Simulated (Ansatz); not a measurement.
Pt3Pb, DFT, LDA, all-electron LAPW, scalar-relativistic (Ansatz 0.2.0), run on 1 thread of Arm Neoverse V1 on a shared host.

The cell comes from COD entry 1523554, which wasn't checked; take it as a given geometry. The listed cell was then made from it by scaling, straining or moving an atom.

Command: `ansatz run input.yaml --threads 1 --pin off --max-ram 4096MiB --backend cpu --events-out ev --progress --plain --runs-dir out`

```yaml
crystal:
  lattice:
    - [4.13916, 0.0, 0.0]
    - [0.0, 4.13916, 0.0]
    - [0.0, 0.0, 4.058]
  atoms:
    - { symbol: Pt, position: [0.0, 0.5, 0.5] }
    - { symbol: Pt, position: [0.5, 0.0, 0.5] }
    - { symbol: Pt, position: [0.5, 0.5, 0.0] }
    - { symbol: Pb, position: [0.0, 0.0, 0.0] }
kpoints:
  mp_grid: { grid: [9, 9, 9] }
  band_path:
    path:
      - [0.0, 0.0, 0.0]
      - [0.0, 0.5, 0.0]
      - [0.5, 0.5, 0.0]
      - [0.0, 0.0, 0.0]
      - [0.0, 0.0, 0.5]
      - [0.0, 0.5, 0.5]
      - [0.5, 0.5, 0.5]
      - [0.0, 0.0, 0.5]
      - [0.0, 0.5, 0.0]
    npoints: 5
scf:
  occupations: { method: fermi_dirac, width: 0.03 }
hamiltonian:
  xc: lda
  pseudopotentials: { kind: all_electron, lapw: { basis_error: 0.001 } }
output:
  forces: true
  stress: true
  eigenvalues: true
```

How large is the problem that the program sets up?

75 irreducible k-points, 611 plane waves at Γ, 98 bands.

Estimate the wall time and the peak memory.

4.3 min of wall time for 10 SCF iterations, with a peak of 1.2 GiB. Times on shared machines scatter by tens of per cent.
